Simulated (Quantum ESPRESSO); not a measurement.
Al3ZnN3O, one run as intended and one with a planted mistake

A calculation, not a measurement. The program is pw.x of Quantum ESPRESSO 7.5 (plane-wave density functional theory). The cell is made up: 8 atoms on a wurtzite lattice, with randomly drawn elements, strain and displacements, not relaxed. PseudoDojo standard norm-conserving files (v0.5 for PBE, v0.4.1 for LDA and PBEsol) set the functional; there is no spin polarisation, spin-orbit coupling or dispersion term, and the masses in the input are unused placeholders.

Intended input:

```
&control calculation='scf', pseudo_dir='./dojo.nc.sr.pbe.v0_5.standard.upf', outdir='./o', disk_io='medium', tprnfor=.true., tstress=.true. /
&system ibrav=0, nat=8, ntyp=4, nbnd=31, ecutwfc=84.00895049, nosym=.true., tot_charge=0,
 occupations='smearing', smearing='fd', degauss=0.0018374661
/
&electrons conv_thr=7.350e-09, electron_maxstep=60, /
ATOMIC_SPECIES
Al 1.0 Al.upf
N 1.0 N.upf
O 1.0 O.upf
Zn 1.0 Zn.upf
CELL_PARAMETERS angstrom
3.0553 0.0107 0.0343
0.0186 5.3353 0.009
0.0559 0.0085 5.1137
ATOMIC_POSITIONS angstrom
Al -0.1047 0.0321 0.1201
Zn 1.4766 2.6165 0.0191
Al 1.5842 0.9665 2.5244
Al 0.095 3.3401 2.55
N 0.0479 -0.0825 1.8907
N 1.4896 2.7063 2.087
N 1.7496 0.8306 4.4087
O 0.1117 3.4323 4.578
K_POINTS automatic
6 4 4 1 1 1
```

The log is shortened where brackets say so; the opening notice, blank lines, dates and the lines on written files are dropped, and the path of the files is cut. It prints rydbergs, bohrs and kilobars, and counts compression as positive stress. Where no state is partly filled, the Fermi energy that it prints is only some level between the filled and the empty states on the mesh, and need not lie in the true gap.

Log of the intended run:

```
     Program PWSCF v.7.5
     Parallel version (MPI & OpenMP), running on       1 processor cores
     Number of MPI processes:                 1
     Threads/MPI process:                     1
     [start-up lines left out]
     bravais-lattice index     =            0
     lattice parameter (alat)  =       5.7741  a.u.
     unit-cell volume          =     562.4511 (a.u.)^3
     number of atoms/cell      =            8
     number of atomic types    =            4
     number of electrons       =        50.00
     number of Kohn-Sham states=           31
     kinetic-energy cutoff     =      84.0090  Ry
     charge density cutoff     =     336.0358  Ry
     scf convergence threshold =      7.3E-09
     mixing beta               =       0.7000
     number of iterations used =            8  plain     mixing
     Exchange-correlation= PBE
                           (   1   4   3   4   0   0   0)
     [axes and pseudopotential details left out]
   Cartesian axes
     site n.     atom                  positions (alat units)
         1        Al     tau(   1) = (  -0.0342660   0.0105056   0.0393060  )
         2        Zn     tau(   2) = (   0.4832579   0.8563215   0.0062510  )
         3        Al     tau(   3) = (   0.5184730   0.3163137   0.8261792  )
         4        Al     tau(   4) = (   0.0310914   1.0931395   0.8345576  )
         5        N      tau(   5) = (   0.0156766  -0.0270004   0.6187835  )
         6        N      tau(   6) = (   0.4875125   0.8857110   0.6830281  )
         7        N      tau(   7) = (   0.5726047   0.2718367   1.4428682  )
         8        O      tau(   8) = (   0.0365569   1.1233145   1.4982763  )
     number of k points=    48  Fermi-Dirac smearing, width (Ry)=  0.0018
                       cart. coord. in units 2pi/alat
        k(    1) = (   0.0822628   0.0711761   0.0736718), wk =   0.0416667
        k(    2) = (   0.0805864   0.0709299   0.2230692), wk =   0.0416667
     [further k points left out]
     Dense  grid:    58513 G-vectors     FFT dimensions: (  36,  60,  60)
     Estimated max dynamical RAM per process >      74.16 MB
     Initial potential from superposition of free atoms
     starting charge      49.9925, renormalised to      50.0000
     Starting wfcs are   38 randomized atomic wfcs
     total cpu time spent up to now is        7.8 secs
     per-process dynamical memory:    50.5 Mb
     Self-consistent Calculation
     iteration #  1     ecut=    84.01 Ry     beta= 0.70
     Davidson diagonalization with overlap
     ethr =  1.00E-02,  avg # of iterations =  3.1
     total cpu time spent up to now is       25.1 secs
     total energy              =    -526.65842781 Ry
     estimated scf accuracy    <       2.55224530 Ry
     iteration #  2     ecut=    84.01 Ry     beta= 0.70
     Davidson diagonalization with overlap
     ethr =  5.10E-03,  avg # of iterations =  2.6
     total cpu time spent up to now is       38.6 secs
     total energy              =    -527.41720860 Ry
     estimated scf accuracy    <       2.01418479 Ry
     [iterations 3 to 10 left out]
     iteration # 11     ecut=    84.01 Ry     beta= 0.70
     Davidson diagonalization with overlap
     ethr =  1.78E-10,  avg # of iterations =  2.1
     total cpu time spent up to now is      157.5 secs
     total energy              =    -527.77553814 Ry
     estimated scf accuracy    <       0.00000004 Ry
     iteration # 12     ecut=    84.01 Ry     beta= 0.70
     Davidson diagonalization with overlap
     ethr =  7.46E-11,  avg # of iterations =  2.0
     total cpu time spent up to now is      167.5 secs
     End of self-consistent calculation
     [lines on levels left out]
     the Fermi energy is     9.8891 ev
!    total energy              =    -527.77553814 Ry
     estimated scf accuracy    <          7.0E-09 Ry
     smearing contrib. (-TS)   =       0.00000000 Ry
     internal energy E=F+TS    =    -527.77553814 Ry
     The total energy is F=E-TS. E is the sum of the following terms:
     one-electron contribution =    -443.53420917 Ry
     hartree contribution      =     246.52982094 Ry
     xc contribution           =     -79.11482276 Ry
     ewald contribution        =    -251.65632716 Ry
     convergence has been achieved in  12 iterations
     Forces acting on atoms (cartesian axes, Ry/au):
     atom    1 type  1   force =     0.13839164   -0.06607111   -0.06909544
     atom    2 type  4   force =     0.09207108   -0.08737362    0.07133543
     atom    3 type  1   force =    -0.00401969   -0.13194865    0.03956337
     atom    4 type  1   force =    -0.22972106    0.21829212    0.10067134
     atom    5 type  2   force =     0.00435062    0.01546309    0.06087737
     atom    6 type  2   force =     0.23467323   -0.10425819   -0.07072651
     atom    7 type  2   force =    -0.13325345   -0.01109943   -0.02112062
     atom    8 type  3   force =    -0.10249238    0.16699578   -0.11150493
     Total force =     0.568419     Total SCF correction =     0.000114
     Computing stress (Cartesian axis) and pressure
          total   stress  (Ry/bohr**3)                   (kbar)     P=      201.44
   0.00261413  -0.00113455   0.00002998          384.55     -166.90        4.41
  -0.00113455   0.00097128  -0.00009858         -166.90      142.88      -14.50
   0.00002998  -0.00009858   0.00052265            4.41      -14.50       76.88
     init_run     :      6.50s CPU      7.73s WALL (       1 calls)
     electrons    :    142.51s CPU    159.74s WALL (       1 calls)
     forces       :      2.37s CPU      2.40s WALL (       1 calls)
     stress       :      9.39s CPU      9.45s WALL (       1 calls)
     [timing details left out]
     PWSCF        :   2m40.93s CPU   3m 0.27s WALL
     JOB DONE.
```

A second run has one planted mistake: the smearing is too wide. The input lines that differ, file-writing options aside:

```
- &system ibrav=0, nat=8, ntyp=4, nbnd=31, ecutwfc=84.00895049, nosym=.true., tot_charge=0,
+ &system ibrav=0, nat=8, ntyp=4, nbnd=49, ecutwfc=84.00895049, nosym=.true., tot_charge=0,
-  occupations='smearing', smearing='fd', degauss=0.0018374661
+  occupations='smearing', smearing='fd', degauss=0.0345443628
```

Its log:

```
     Program PWSCF v.7.5
     Parallel version (MPI & OpenMP), running on       1 processor cores
     Number of MPI processes:                 1
     Threads/MPI process:                     1
     [start-up lines left out]
     bravais-lattice index     =            0
     lattice parameter (alat)  =       5.7741  a.u.
     unit-cell volume          =     562.4511 (a.u.)^3
     number of atoms/cell      =            8
     number of atomic types    =            4
     number of electrons       =        50.00
     number of Kohn-Sham states=           49
     kinetic-energy cutoff     =      84.0090  Ry
     charge density cutoff     =     336.0358  Ry
     scf convergence threshold =      7.3E-09
     mixing beta               =       0.7000
     number of iterations used =            8  plain     mixing
     Exchange-correlation= PBE
                           (   1   4   3   4   0   0   0)
     [axes and pseudopotential details left out]
   Cartesian axes
     site n.     atom                  positions (alat units)
         1        Al     tau(   1) = (  -0.0342660   0.0105056   0.0393060  )
         2        Zn     tau(   2) = (   0.4832579   0.8563215   0.0062510  )
         3        Al     tau(   3) = (   0.5184730   0.3163137   0.8261792  )
         4        Al     tau(   4) = (   0.0310914   1.0931395   0.8345576  )
         5        N      tau(   5) = (   0.0156766  -0.0270004   0.6187835  )
         6        N      tau(   6) = (   0.4875125   0.8857110   0.6830281  )
         7        N      tau(   7) = (   0.5726047   0.2718367   1.4428682  )
         8        O      tau(   8) = (   0.0365569   1.1233145   1.4982763  )
     number of k points=    48  Fermi-Dirac smearing, width (Ry)=  0.0345
                       cart. coord. in units 2pi/alat
        k(    1) = (   0.0822628   0.0711761   0.0736718), wk =   0.0416667
        k(    2) = (   0.0805864   0.0709299   0.2230692), wk =   0.0416667
     [further k points left out]
     Dense  grid:    58513 G-vectors     FFT dimensions: (  36,  60,  60)
     Estimated max dynamical RAM per process >      84.50 MB
     Initial potential from superposition of free atoms
     starting charge      49.9925, renormalised to      50.0000
     Starting wfcs are   38 randomized atomic wfcs +   11 random wfcs
     total cpu time spent up to now is        8.7 secs
     per-process dynamical memory:    48.3 Mb
     Self-consistent Calculation
     iteration #  1     ecut=    84.01 Ry     beta= 0.70
     Davidson diagonalization with overlap
     ethr =  1.00E-02,  avg # of iterations =  6.8
     total cpu time spent up to now is       38.6 secs
     total energy              =    -526.69352043 Ry
     estimated scf accuracy    <       2.51295797 Ry
     iteration #  2     ecut=    84.01 Ry     beta= 0.70
     Davidson diagonalization with overlap
     ethr =  5.03E-03,  avg # of iterations =  2.0
     total cpu time spent up to now is       55.4 secs
     total energy              =    -527.35726945 Ry
     estimated scf accuracy    <       2.14235714 Ry
     [iterations 3 to 9 left out]
     iteration # 10     ecut=    84.01 Ry     beta= 0.70
     Davidson diagonalization with overlap
     ethr =  2.63E-10,  avg # of iterations =  2.0
     total cpu time spent up to now is      214.7 secs
     total energy              =    -527.77668642 Ry
     estimated scf accuracy    <       0.00000001 Ry
     iteration # 11     ecut=    84.01 Ry     beta= 0.70
     Davidson diagonalization with overlap
     ethr =  2.00E-11,  avg # of iterations =  2.0
     total cpu time spent up to now is      233.2 secs
     End of self-consistent calculation
     [lines on levels left out]
     the Fermi energy is    10.8164 ev
!    total energy              =    -527.77668642 Ry
     estimated scf accuracy    <          1.6E-09 Ry
     smearing contrib. (-TS)   =      -0.00700549 Ry
     internal energy E=F+TS    =    -527.76968094 Ry
     The total energy is F=E-TS. E is the sum of the following terms:
     one-electron contribution =    -443.51158949 Ry
     hartree contribution      =     246.50988932 Ry
     xc contribution           =     -79.11165361 Ry
     ewald contribution        =    -251.65632716 Ry
     convergence has been achieved in  11 iterations
     Forces acting on atoms (cartesian axes, Ry/au):
     atom    1 type  1   force =     0.13818173   -0.06669266   -0.06829695
     atom    2 type  4   force =     0.09214619   -0.08688678    0.07149753
     atom    3 type  1   force =    -0.00407125   -0.13095149    0.03911094
     atom    4 type  1   force =    -0.22976986    0.21744792    0.10045436
     atom    5 type  2   force =     0.00441770    0.01537604    0.06103690
     atom    6 type  2   force =     0.23467221   -0.10407545   -0.07100635
     atom    7 type  2   force =    -0.13313743   -0.01098998   -0.02147537
     atom    8 type  3   force =    -0.10243928    0.16677240   -0.11132108
     Total force =     0.567587     Total SCF correction =     0.000179
     Computing stress (Cartesian axis) and pressure
          total   stress  (Ry/bohr**3)                   (kbar)     P=      203.05
   0.00262089  -0.00113411   0.00003064          385.55     -166.83        4.51
  -0.00113411   0.00098069  -0.00009988         -166.83      144.26      -14.69
   0.00003064  -0.00009988   0.00053930            4.51      -14.69       79.33
     init_run     :      6.37s CPU      8.62s WALL (       1 calls)
     electrons    :    206.64s CPU    224.52s WALL (       1 calls)
     forces       :      2.16s CPU      2.28s WALL (       1 calls)
     stress       :      7.60s CPU      8.01s WALL (       1 calls)
     [timing details left out]
     PWSCF        :   3m42.94s CPU   4m 4.11s WALL
     JOB DONE.
```

|  | intended run | run with the mistake |
| --- | --- | --- |
| free energy (eV) | -7180.752 | -7180.768 |
| smearing term -TS (eV) | 0.0000 | -0.0953 |
| pressure (GPa) | 20.14 | 20.30 |
| largest force component (eV/Å) | 6.034 | 6.034 |
| largest change of a force component (eV/Å) |  | 0.026 |
| iterations | 12 | 11 |

For scale, a rerun of the intended cell at 1437 eV and a 8 x 6 x 6 mesh moved values by no more than 0.002 eV in energy, 0.02 GPa in stress and 0.002 eV/Å in force. The number of bands, nbnd, was set by rule from the electron count and the smearing, so it follows the mistake.